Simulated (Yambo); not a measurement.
G0W0@LDA for BaTiO$_{3}$ (space group P4mm, No. 99) in Yambo. Reference settings: 4×4×4 Γ-centred k mesh, bands 2 to 127 and a 8 Ry block in the screening, 127 bands in G with the Bruneval-Gonze terminator, plasmon pole fitted at 27.2 eV. The LDA gap A → Γ on this mesh is 1.77 eV; G0W0 gaps are taken between the same points.

With and without the terminator, as bands are cut:

| bands in G (in W) | gap, terminator (eV) | gap, none (eV) | valence shift, terminator (eV) | valence shift, none (eV) |
|---|---|---|---|---|
| 36 (36) | 3.503 | 3.756 | -0.011 | 0.382 |
| 52 (52) | 3.401 | 3.585 | -0.110 | 0.284 |
| 73 (73) | 3.397 | 3.545 | -0.218 | 0.124 |
| 100 (100) | 3.387 | 3.496 | -0.282 | -0.010 |
| 127 (127) | 3.391 | 3.477 | -0.324 | -0.106 |

Over this range the gap spans 0.116 eV with the terminator and 0.279 eV without, the valence shift 0.313 eV and 0.488 eV. Neither column has reached its limit for certain.

Geometry of the Materials Project entry, not relaxed at this level; primitive cell a = 3.9904 Å, b = 3.9904 Å, c = 4.1027 Å, α = 90.00°, β = 90.00°, γ = 90.00°.

A shift is the quasiparticle energy of the state minus its LDA energy.
